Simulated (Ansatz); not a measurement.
All-electron LAPW in Ansatz 0.2.0 under PBE, scalar-relativistic, energies extrapolated to zero smearing. Slabs are 1×1 cells cut from bulk crystals relaxed on PAW files, with atoms then relaxed, 16 to 20 Å of vacuum, a dipole correction, k spacings of 0.16 to 0.26 Å⁻¹ and smearing of 0.02 to 0.1 eV, without spin–orbit coupling or spin polarisation. The bulk type named needn't be the stable one, and no reconstruction is allowed.

```
                  slab  area (Å²)  γ (J/m²)  Φ (eV)  Δd12 (%)
fcc Pd (100), 6 layers       7.78      1.54    5.09      -1.5
fcc Pd (110), 3 layers      11.01      1.62    4.66      -5.2
fcc Pd (110), 4 layers      11.01         ?    4.95      -9.2
 fcc Pd (111), 1 layer       6.74      1.44       ?         –
fcc Pd (111), 3 layers       6.74      1.38    5.20      -0.2
```

Problem. What belongs in the row "fcc Pd (110), 4 layers", column "γ (J/m²)"?

Solution. 1.65.

Problem. Fill in "Φ (eV)" for the row "fcc Pd (111), 1 layer".

Solution. 5.97.
